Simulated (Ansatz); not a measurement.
In DFT-PBE in the program Ansatz with PAW potentials, AlN in the cubic phase (Pm-3n; Al on 6c, N on 6d) relaxes to a = 5.372 Å. Its formation energy from the elements is -1.25 eV/atom, with no fitted shifts.

The Kohn–Sham gap is 2.64 eV (direct). The valence maximum lies at Γ and the conduction minimum at Γ. The electron mass is 0.33 mₑ (isotropic).

An equation-of-state fit gives a bulk modulus of 156 GPa.

The start of the workflow was typed in or built on a structure type; neither database checked (COD, Materials Project) lists it. It is not the phase usual at ambient conditions (space group No. 186, 216). The PBE relaxation kept the symmetry of its start; its stability against distortions is not shown here. The references are the lowest solids computed at this level, not always the standard phases (solids in place of the gases).

Potentials: the later of the program's two PAW sets.
